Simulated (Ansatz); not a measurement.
Si$_{3}$N$_{4}$:
```yaml
crystal:
  lattice:
    - [7.62452, 0.00000, 0.00000]
    - [-3.81226, 6.60303, 0.00000]
    - [0.00000, 0.00000, 2.91042]
  atoms:
    - { symbol: Si, position: [0.23245, 0.82607, 0.75000] }
    - { symbol: Si, position: [0.76755, 0.17393, 0.25000] }
    - { symbol: Si, position: [0.40638, 0.23245, 0.25000] }
    - { symbol: Si, position: [0.59362, 0.76755, 0.75000] }
    - { symbol: Si, position: [0.17393, 0.40638, 0.75000] }
    - { symbol: Si, position: [0.82607, 0.59362, 0.25000] }
    - { symbol: N, position: [0.33333, 0.66667, 0.75000] }
    - { symbol: N, position: [0.66667, 0.33333, 0.25000] }
    - { symbol: N, position: [0.97039, 0.67000, 0.75000] }
    - { symbol: N, position: [0.02961, 0.33000, 0.25000] }
    - { symbol: N, position: [0.30039, 0.97039, 0.25000] }
    - { symbol: N, position: [0.69961, 0.02961, 0.75000] }
    - { symbol: N, position: [0.33000, 0.30039, 0.75000] }
    - { symbol: N, position: [0.67000, 0.69961, 0.25000] }
```

Relaxed with PBEsol. Special points in fractions of this cell's reciprocal vectors: Γ (0.000, 0.000, 0.000); M (0.500, 0.000, 0.000); K (0.333, 0.333, 0.000); A (0.000, 0.000, 0.500); L (0.500, 0.000, 0.500); H (0.333, 0.333, 0.500).

List the band energies nearest the valence-band maximum at these points for PBEsol (plane waves, PAW; program Ansatz).

In eV from the valence-band maximum; about four levels below and three above (degenerate sets whole), none deeper than 8.9 eV; points with the same levels are listed once.

| k | below | above |
|---|---|---|
| Γ | -1.31 -1.31 -0.48 -0.39 -0.21 | 4.18 4.58 4.77 4.77 |
| M | -1.38 -0.78 -0.34 -0.26 | 4.48 4.59 4.74 |
| K | -1.15 -1.15 -0.30 -0.30 | 4.58 4.72 4.72 |
| A | -1.63 -1.63 -1.63 -1.63 -1.38 -1.38 | 4.54 4.54 4.54 4.54 |
| L | -1.51 -1.51 -1.07 -1.07 | 4.62 4.62 5.70 5.70 |
| H | -1.41 -1.41 -1.14 -1.14 | 4.86 4.86 5.67 5.67 |

Space group P6_3/m. The PBEsol relaxation kept the symmetry of its start.

Potentials: the earlier of the program's two PAW sets. The files were generated under PBE; for other functionals the program regenerates the frozen cores, and for LDA and PBEsol the local potential too.
